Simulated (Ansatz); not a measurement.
Here is the system:

Starting cell, MgO (rock salt):

```yaml
crystal:
  lattice:
    - [0.00000, 4.25375, 4.25375]
    - [2.12687, 0.00000, 2.12687]
    - [2.12687, 2.12687, 0.00000]
  atoms:
    - { symbol: O, position: [0.00000, 0.00000, 0.00000] }
    - { symbol: O, position: [0.50000, 0.00000, 0.00000] }
    - { symbol: Mg, position: [0.25000, 0.50000, 0.50000] }
    - { symbol: Mg, position: [0.75000, 0.50000, 0.50000] }
```

The atoms are displaced by Q × the pattern below (from a DFPT mode at L = (0.5, 0.0, 0.0), largest move 1; Q in Å), at fixed cell. (q is in reciprocal vectors of the primitive cell; the cell shown is doubled to hold the pattern.)

| atom | x | y | z |
|---|---|---|---|
| O1 | 0.577 | -0.577 | -0.577 |
| O2 | -0.577 | 0.577 | 0.577 |

Atoms not listed stay in place.

Method: PBE (plane waves to 420 eV, PAW, scalar-relativistic; Ansatz, a quantum-chemistry and plane-wave program). k mesh 13×13×13 (Γ-centred), Fermi-Dirac smearing 0.05 eV. E stands for the smeared free energy. MgO was relaxed with its symmetry unable to fall. ΔE is measured from the undisplaced structure.

The scan covers Q from -0.100 to 0.100 Å in 13 points.

Q: Is this a single well or a double well?

A: A single well with its minimum at or next to zero displacement.

Q: Which space group does the distorted structure have?

A: R-3m (No. 166), lowered from Fm-3m.

Q: What is the energy change at Q = 0.100 Å?

A: 176.5 meV/cell.

Q: What harmonic wavenumber does the curvature at Q = 0 give?

A: 548 cm⁻¹.

(A displaced cell: forces are minus the slopes of the energy, force constants its curvatures, and phonons follow from these.)
